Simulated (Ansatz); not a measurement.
**Rb$_{2}$BiSb$_{2}$ and Ba₂BiSb₂: one element swapped**

```
Bi Rb Sb
1.0
    -2.44063    3.90685    5.03107
     4.88125    0.00000    0.00000
     2.44063    3.90685   -5.03107
Bi Rb Sb
1 2 2
Direct
  0.00000 0.00000 0.00000
  0.72021 0.22021 0.27979
  0.27979 0.77979 0.72021
  0.70160 0.50000 0.70160
  0.29840 0.50000 0.29840
```

All energies were calculated with Ansatz 0.2.0 (r2SCAN; 500 eV; 8×8×8 Γ-centred mesh; fermi-dirac occupations of width 0.100 eV). Spin: none. Single points at fixed atoms.

Now every Rb is replaced by Ba on the same fractional sites, and the cell goes from 38.38 to 36.28 Å³ an atom (a = 6.695 Å, b = 4.791 Å, c = 6.695 Å, α = 69.04°, β = 110.12°, γ = 110.96°; 8×8×8 Γ-centred mesh, fermi-dirac occupations of width 0.100 eV).

Q: How do gap, charges, pressure and binding respond?

A: The runs give:

```tsv
quantity	Rb$_{2}$BiSb$_{2}$	Ba₂BiSb₂
pressure (GPa)	-0.1	1.1
formation energy (eV/atom)	-0.242	-1.006
```

Mean Bader charges in e: Rb +0.72 becomes Ba +1.26; Bi -0.14 → -0.44, Sb -0.64 → -1.05. Ba is about as electronegative as Rb (Pauling 0.89 against 0.82) and has 1 outer electron more; its site ends 0.55 e more positive, and the Sb atoms together take up most of the change. Neither shows a clear gap on its mesh. At these unrelaxed cells the formation energy of Ba₂BiSb₂ is the lower, by 0.76 eV an atom.

Origins: Rb2BiSb2, a known structure type with other elements put in, at an estimated volume; Ba2BiSb2, a database entry at a slightly scaled volume. An invented cell need not be a known compound.

Caveats: atoms and cells are not relaxed; pressure is positive in compression; a dash marks a value that doesn't apply or isn't given.
